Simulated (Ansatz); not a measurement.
# TlGeS2 single point

Input file of Ansatz 0.2.0:

```yaml
crystal:
  lattice:
    - [1.936325, 3.353808, 0.0]
    - [-1.936325, 3.353808, 0.0]
    - [0.0, -2.235872, 6.879513]
  atoms:
    - { symbol: Tl, position: [0.5, 0.5, 0.5] }
    - { symbol: Ge, position: [0.0, 0.0, 0.0] }
    - { symbol: S, position: [0.2624, 0.2624, 0.7872] }
    - { symbol: S, position: [0.7376, 0.7376, 0.2128] }
  symmetry: { tolerance: 0.0003 }
kpoints:
  mp_grid: { grid: [10, 10, 10], shift: [0, 0, 0] }
  band_path:
    path:
      - [0.0, 0.0, 0.0]
      - [0.0, 0.0, 0.5]
      - [0.31572866, -0.31572866, 0.5]
      - [0.31572866, -0.36854268, 0.18427134]
      - [0.5, 0.0, 0.0]
      - [0.0, 0.0, 0.0]
      - [0.34213567, -0.34213567, 0.0]
      - [0.31572866, -0.34213567, 0.34213567]
      - [0.0, -0.5, 0.5]
      - [0.0, 0.0, 0.0]
    npoints: 6
magnetization:
  spin_polarized: false
scf:
  occupations: { method: fermi_dirac }
  lower_state_search: "off"
  max_iter: 200
hamiltonian:
  pseudopotentials: { kind: paw }
  xc: r2scan
basis:
  ecutwfc: 500
  fft_grid_basis: typed
output:
  forces: true
  stress: true
  eigenvalues: true
  bader: true
  populations: true
  elf: true
  write_potential: true
  volumetric_format: npy
  dos:
    e_range: [-12, 8]
    de: 0.05
    projected: { site_lists: { Ge: [Ge], S: [S], Tl: [Tl] } }
checkpoint:
  read: saved_state
```

The saved state is an earlier solution for the same cell, perhaps on another mesh. 

Output (shortened):

```
SCF iter   1: F=-17574.0321 eV  Δρ=6.93e-4  dr2=3.78e-4  dr2_τ=5.06e-4
SCF iter   2: F=-17574.0322 eV  Δρ=3.72e-4  dr2=1.23e-4  dr2_τ=1.68e-5
SCF iter   3: F=-17574.0323 eV  Δρ=6.47e-5  dr2=7.50e-6  dr2_τ=1.20e-7
SCF iter   4: F=-17574.0323 eV  Δρ=1.81e-5  dr2=4.93e-7  dr2_τ=3.51e-8
SCF iter   5: F=-17574.0323 eV  Δρ=8.69e-6  dr2=7.40e-8  dr2_τ=2.41e-9
Free energy (F): -17574.0323 eV
Harris-Foulkes:  -17574.0323 eV  (|F-HF|=2.85e-8)
Internal energy: -17573.9611 eV  (E = F + TS)
E sigma→0 (E₀):  -17573.9967 eV
Entropy (-TS):   -0.0711 eV (-17.776 meV/atom)
Fermi energy:    7.8959 eV
--- Per-component energies (eV) ---
  E_band       = -168.2950
  E_kinetic    = 654.2497
  E_local      = -3628.0927  (includes V_loc(G=0)·N_el)
  E_nonlocal   = 790.8646
  E_hartree    = 1504.0440
  E_xc         = -469.5857
  E_vxc        = -411.2665  (∫ρ·V_xc dr)
  E_paw        = -13440.3123  (= ΣΔE_a)
  E_vpaw       = -606.7447  (= ΣTr[D̂ρ^β])
  E_aug_tail   = 0.0000  (compensation charges beyond the density's cutoff)
  E_vtau       = 24.6125  (kinetic-family band-sum trace: ∫τ·v_τ [+ j·A + Jᵃ·Aᵃ] dr)
  E_ewald      = -2984.8633
  E_core_change = -0.2655  (= ΣΔE_core)
  E_smearing   = -0.0711  (= −TS)
--- Stress (GPa, compression-positive) ---
       -1.2287       0.0000       0.0000
        0.0000      -1.2287       0.0000
        0.0000       0.0000      -0.7016
  P = ⅓ Tr σ = -1.0530 GPa (-10.530 kbar)
--- Löwdin populations: 4 sites ---
  site symbol       q [e]
     0     Tl     12.8332
     1     Ge     13.6307
     2      S      6.2115
     3      S      6.2115
  spilling = 0.0029 (of n_electrons = 39.0000)
```

Origin: a known structure type with other elements, at an estimated volume, so it need not be a known compound. Caveats: many states at the Fermi level without spin polarisation, so a magnetic state may lie lower.
